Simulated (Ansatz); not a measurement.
# Structure relaxation, CoSi$_{2}$

The start is a generated cell, CoSi2 built in the AlB2 structure type. The structure is fully relaxed (lattice and positions, P = 0) with PBE (plane waves to 420 eV, PAW, scalar-relativistic; Ansatz, a first-principles code). The first steps use a coarse 6×6×5 k-mesh.

The start:
```yaml
crystal:
  lattice:
    - [4.28050, 0.00000, 0.00000]
    - [-2.14025, 3.70703, 0.00000]
    - [0.00000, 0.00000, 4.63477]
  atoms:
    - { symbol: Co, position: [0.00000, 0.00000, 0.00000] }
    - { symbol: Si, position: [0.33333, 0.66667, 0.50000] }
    - { symbol: Si, position: [0.66667, 0.33333, 0.50000] }
```
Spin-polarised start, with parallel moments on Co.

Q: How large is the pressure on the unrelaxed cell, and of which sign?

A: -13 GPa (negative: the cell is under tension).

Q: By how much does the energy per atom fall from start to end?

A: 1.12 eV/atom.

Q: How does the volume change?

A: -49.0 %, from 24.51 to 12.51 Å³/atom.

Q: How do the shortest distances between atoms change?

A: The closest pairs of elements (up to four, under 3.6 Å), start → end: Si–Si 2.47 → 2.40 Å; Co–Co 4.28 → 2.50 Å; Co–Si 3.39 → 2.71 Å.

Q: What band gap does the relaxed structure have at this level?

A: No gap (metallic).

Q: What magnetic moments remain?

A: Zero (the starting moments vanished).

The space group stays P6/mmm (No. 191) (the run could not lower it), with 3 atoms in the primitive cell. Final values are on a 13×13×18 k-mesh of the relaxed cell. No spin polarisation in the result: the starting moments vanished. The relaxed primitive cell holds an odd number of electrons. A magnetic state may lie lower.

The run could not lower the symmetry of its start; a shaken copy of this end point relaxes with PBE to P4/mbm (No. 127), 0.66 eV/atom lower.

The relaxed structure here is a generated cell of CoSi2: the first start was made by placing the elements on the sites of a structure type, and the end was not matched to a known phase here, so it may be hypothetical. Known forms of CoSi2 include space group No. 225.
